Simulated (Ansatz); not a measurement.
Relaxed-ion elastic tensor of Sc2C in space group P-3m1 (No. 164; Sc on 2d, C on 1b) in GPa (Voigt order), r²SCAN (plane waves, PAW; program Ansatz); density 3.13 g/cm³, 18.04 Å³ per atom.

|  | 1 | 2 | 3 | 4 | 5 | 6 |
|---|---|---|---|---|---|---|
| 1 | 196 | 59.8 | 14.9 | 5.8 | 0.0 | 0.0 |
| 2 | 59.8 | 196 | 14.9 | -5.8 | 0.0 | 0.0 |
| 3 | 14.9 | 14.9 | 152 | 0.0 | 0.0 | 0.0 |
| 4 | 5.8 | -5.8 | 0.0 | -4.2 | 0.0 | 0.0 |
| 5 | 0.0 | 0.0 | 0.0 | 0.0 | -4.2 | 5.8 |
| 6 | 0.0 | 0.0 | 0.0 | 0.0 | 5.8 | 68.1 |

Is the crystal mechanically stable?

No: the smallest eigenvalue of C is -4.7 GPa.

The first step of the workflow began from a Materials Project structure, measured or hypothetical; the Crystallography Open Database copy checked does not list it. Its standing as an ambient phase is unchecked. Symmetry was held in the r²SCAN relaxation. At this level the phase is mechanically unstable. No spin polarisation was allowed. As this level gives no gap, shear constants depend on the k-mesh and smearing (Fermi–Dirac, 0.1 eV here).

Potentials: the later of the program's two PAW sets.
